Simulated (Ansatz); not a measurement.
### Question
GaSb (rock salt, Fm-3m) is relaxed with the program Ansatz at the PBE level (PAW). What lattice parameters of the conventional cell result?

### Answer
a = 5.798 Å.

### Question
Is it a metal or does it have a gap at this level?

### Answer
No gap at this level.

The start of the workflow was typed in or built on a structure type; neither database checked (COD, Materials Project) lists it. It is not the phase usual at ambient conditions (space group No. 216). The cell was relaxed with PBE under the symmetry of its start; whether a distortion lowers the energy is not shown. The volume moved by 17 % from the start of the relaxation. Scalar-relativistic: spin–orbit coupling is off unless named, which matters more the heavier the elements.

Potentials: the earlier of the program's two PAW sets.
